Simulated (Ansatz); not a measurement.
**W2C: computed property card**

W$_{2}$C:
```cif
data_C2W4
_chemical_formula_sum 'W4 C2'
_space_group_name_H-M_alt 'Pnnm'
_space_group_IT_number 58
_space_group_name_Hall '-P 2 2n'
_cell_length_a 4.68130
_cell_length_b 5.23658
_cell_length_c 3.00763
_cell_angle_alpha 90.000
_cell_angle_beta 90.000
_cell_angle_gamma 90.000
loop_
_space_group_symop_operation_xyz
  'x, y, z'
  '-x, -y, -z'
  '-x, -y, z'
  'x, y, -z'
  'x+1/2, -y+1/2, -z+1/2'
  '-x+1/2, y+1/2, z+1/2'
  '-x+1/2, y+1/2, -z+1/2'
  'x+1/2, -y+1/2, z+1/2'
loop_
_atom_site_label
_atom_site_type_symbol
_atom_site_symmetry_multiplicity
_atom_site_Wyckoff_symbol
_atom_site_fract_x
_atom_site_fract_y
_atom_site_fract_z
_atom_site_occupancy
W1 W 4 g 0.24100 0.65848 0.00000 1
C1 C 2 a 0.00000 0.00000 0.00000 1
```

Space group Pnnm (No. 58); conventional cell a = 4.6813 Å, b = 5.2366 Å, c = 3.0076 Å, α = β = γ = 90.00°.

Method: PBEsol in the plane-wave PAW code Ansatz. Structure relaxed to zero pressure with the same functional. Other levels are named where they apply.

Cell and energy:

```json
{
 "volume_per_atom": "12.29 Å³",
 "density": "17.10 g/cm³",
 "Formation energy from the elements (no fitted shifts)": "-0.090 eV/atom"
}
```

Electronic structure:

```json
{
 "electronic_character": "metallic (no gap)",
 "Density of states at the Fermi level": "0.50 states/eV per atom (mean over ±0.08 eV)",
 "Gap with spin–orbit coupling": "none (metallic)"
}
```

Mechanics:

```json
{
 "Bulk modulus (Birch–Murnaghan fit)": "354 GPa",
 "Pressure derivative B′": "4.3"
}
```

Phonons:

```json
{
 "highest_zone_centre_frequency": "740 cm^-1",
 "zone_centre_stability": "no imaginary mode at Γ"
}
```

The first step of the workflow began from a Materials Project structure, measured or hypothetical; the Crystallography Open Database copy checked does not list it. Its standing as an ambient phase is unchecked. Symmetry was held in the PBEsol relaxation. No spin polarisation was allowed. As this level gives no gap, phonon frequencies hold no LO–TO term and depend on the k-mesh and smearing (Fermi–Dirac, 0.1 eV here). The references are the lowest solids computed at this level, not always the standard phases. Spin–orbit coupling is left out wherever it is not named.

Potentials: the later of the program's two PAW sets.
